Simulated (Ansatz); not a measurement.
Data:

Rb2TiCl6 (space group Fm-3m)

```cif
data_Cl6Rb2Ti
_chemical_formula_sum 'Rb2 Ti1 Cl6'
_space_group_name_H-M_alt 'P 1'
_space_group_IT_number 1
_cell_length_a 7.00288
_cell_length_b 7.00288
_cell_length_c 7.00288
_cell_angle_alpha 60.000
_cell_angle_beta 60.000
_cell_angle_gamma 60.000
loop_
_space_group_symop_operation_xyz
  'x, y, z'
loop_
_atom_site_label
_atom_site_type_symbol
_atom_site_fract_x
_atom_site_fract_y
_atom_site_fract_z
_atom_site_occupancy
Rb1 Rb 0.25000 0.25000 0.25000 1
Rb2 Rb 0.75000 0.75000 0.75000 1
Ti1 Ti 0.00000 0.00000 0.00000 1
Cl1 Cl 0.76405 0.76405 0.23595 1
Cl2 Cl 0.23595 0.23595 0.76405 1
Cl3 Cl 0.23595 0.76405 0.76405 1
Cl4 Cl 0.76405 0.23595 0.23595 1
Cl5 Cl 0.76405 0.23595 0.76405 1
Cl6 Cl 0.23595 0.76405 0.23595 1
```

E(V) scan at fixed shape, V₀ the volume above. The atoms relax within the cell's symmetry.

The numbers are results of PBEsol (plane waves to 420 eV, PAW, scalar-relativistic; Ansatz, a quantum-chemistry and plane-wave program), not measurements. k mesh 6×6×6 (Γ-centred), Fermi-Dirac smearing 0.05 eV. E stands for the smeared free energy. Stress and pressure are positive under compression. Rb2TiCl6 is run without spin polarisation. Rb2TiCl6 was relaxed with its symmetry unable to fall. The zero of ΔE is the relaxed starting cell.

The scan covers V/V₀ from 0.940 to 1.060 in 13 points.

Task: What is the fitted pressure derivative B₀′?

Result: 7.1.

Task: What bulk modulus B₀ follows from a third-order Birch-Murnaghan fit?

Result: 13.3 GPa.

(A scan under strain: stresses follow from slopes of the energy per volume, elastic moduli from its curvatures.)
